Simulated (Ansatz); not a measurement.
# Gd: converged, but where?

We look at Gd: a measured crystal structure (space group P6_3/mmc), with 2 atoms per cell. Source: COD entry 9008499; it may be a high-temperature, high-pressure or metastable form.

The calculation used DFT, PBE+U, PAW, plane waves, scalar-relativistic (Ansatz).

```yaml
crystal:
  lattice:
    - [3.63600071, 0.0, 0.0]
    - [-1.81800035, 3.14886898, 0.0]
    - [0.0, 0.0, 5.7826]
  atoms:
    - { symbol: Gd, position: [0.33333333, 0.66666667, 0.25], spin: 7.0 }
    - { symbol: Gd, position: [0.66666667, 0.33333333, 0.75], spin: -7.0 }
magnetization:
  spin_polarized: true
hamiltonian:
  xc: pbe
  pseudopotentials: { kind: paw }
  hubbard: { sites: [{ species: Gd, l: f, u_eff: 3.4 }] }
basis:
  ecutwfc: 420
kpoints:
  mp_grid: { grid: [10, 10, 5] }
scf:
  occupations: { method: fermi_dirac, width: 0.05 }
  lower_state_search: "off"
output:
  forces: true
  stress: true
```

Wall time and machine: 20 s on 2 threads of Arm Neoverse V1 (shared host), peak memory 0.5 GiB.

The end of the output:

```
SCF converged after 17 iterations
an eigenvalue changed by more than its tolerance at an iteration that met the thresholds in force, so the SCF went on 1 time: the last check found none over its tolerance
Magnetization: -0.0000 μB (18.0000 up, 18.0000 down)
Absolute magnetization: 15.1331 μB (∫|ρ↑−ρ↓|, with the PAW one-centre terms)
Spin contamination: 7.3668 ħ² per cell (⟨S²⟩ above its minimum at these occupations)
Per-site moments (μB) at R_I (Å): [(7.3711, 1.4738), (-7.3711, 1.4738)]
Free energy (F): -18664.270709 eV
Harris-Foulkes:  -18664.270709 eV  (|F-HF|=4.91e-9)
Internal energy: -18664.248494 eV  (E = F + TS)
E sigma→0 (E₀):  -18664.259602 eV
Entropy (-TS):   -0.022214 eV (-11.107 meV/atom)
Fermi energy:    12.238029 eV
--- Forces (eV/Å), atoms counted from 1 ---
  atom   1  Gd     0.00000000    -0.00000000     0.00000000
  atom   2  Gd    -0.00000000     0.00000000     0.00000000
--- Stress (GPa, compression-positive) ---
       -0.280254      -0.000000       0.000000
        0.000000      -0.280254       0.000000
        0.000000       0.000000       0.742580
  P = ⅓ Tr σ = 0.0607 GPa (0.607 kbar)
```

A static U favours moments and orbital order; the result depends on U and need not be the measured state. The U is a test value, not one fitted to this metal, and a U on a metal's d shells tends to overstate moments.

Site moments are taken inside atomic spheres and don't add up to the total.

Eigenvalues of the Hubbard occupation matrices: Gd1 up 1.00 1.00 1.00 1.00 1.00 1.00 1.00, down 0.00 0.00 0.00 0.00 0.00 0.00 0.01; Gd2 up 0.00 0.00 0.00 0.00 0.00 0.00 0.01, down 1.00 1.00 1.00 1.00 1.00 1.00 1.00.

**Question.** Would you trust this as the ground state? If a lower solution is known, describe it.

**Answer.** No. A state 21.8 meV/atom (0.044 eV per cell) lower exists in this cell: ferromagnetic, site moments Gd1 7.47, Gd2 7.47 μB, total 15.54 μB per cell, no gap on the k-mesh. It was reached from: parallel moments, default search for lower states [Gd1 7.00, Gd2 7.00 μB]; parallel moments, spin not held back in the first iterations, no switch to direct minimisation [Gd1 7.00, Gd2 7.00 μB]. Its occupation eigenvalues are Gd1 up 1.00 1.00 1.00 1.00 1.00 1.00 1.00, down 0.00 0.00 0.00 0.00 0.00 0.00 0.00; Gd2 up 1.00 1.00 1.00 1.00 1.00 1.00 1.00, down 0.00 0.00 0.00 0.00 0.00 0.00 0.00. The wrong state matters: the pressure is 0.7 GPa there against 0.1 GPa here. “Lowest” means lowest among the runs made in this cell.
